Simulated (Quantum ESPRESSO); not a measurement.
Kohn-Sham bands of GeO2 (P3₂21)

```yaml
crystal:
  lattice:
    - [4.97631, 0.00000, 0.00000]
    - [-2.48816, 4.30961, 0.00000]
    - [0.00000, 0.00000, 5.67088]
  atoms:
    - { symbol: Ge, position: [0.55154, 0.55154, 0.50000] }
    - { symbol: Ge, position: [0.44846, 0.00000, 0.16667] }
    - { symbol: Ge, position: [0.00000, 0.44846, 0.83333] }
    - { symbol: O, position: [0.30593, 0.39511, 0.74468] }
    - { symbol: O, position: [0.60489, 0.91082, 0.41135] }
    - { symbol: O, position: [0.08918, 0.69407, 0.07801] }
    - { symbol: O, position: [0.39511, 0.30593, 0.25532] }
    - { symbol: O, position: [0.91082, 0.60489, 0.58865] }
    - { symbol: O, position: [0.69407, 0.08918, 0.92199] }
```

Cell from Materials Project (mp-223), symmetrised, no further relaxation. COD (Crystallography Open Database) has the formula in 3 space groups, this one among them (matched by group alone). Computed values, not measurements, from LDA: Quantum ESPRESSO (norm-conserving PseudoDojo potentials, cutoff 68 Ry, no spin polarisation, no spin-orbit coupling) on a Γ-centred 6×6×4 mesh, then Wannier90. Density: 12×12×6 mesh, cold smearing 0.01 Ry. Spin-orbit coupling, left out, would split the p-like bands by a few tenths of an eV.

Energies are relative to the valence-band maximum; weights are on the orthonormalised atomic waves of the pseudopotential files, averaged over the group. 78 electrons a cell are treated as valence.

Problem. Into which isolated groups do the bands fall, where do they lie and what are they made of?

Solution. 
```
bands  from (eV)  to (eV)  filling             weight on atomic waves
-----  ---------  -------  -------  ---------------------------------
1–15      -23.47   -23.05   filled                         Ge 3d 98 %
16–21     -18.58   -15.73   filled   O 2s 71 %, Ge 4p 15 %, Ge 4s 8 %
22–27      -9.15    -3.48   filled  O 2p 67 %, Ge 4p 16 %, Ge 4s 12 %
28–39      -2.72     0.00   filled               O 2p 91 %, Ge 4p 4 %
```

The Kohn-Sham gap over both meshes and the path is 3.37 eV.
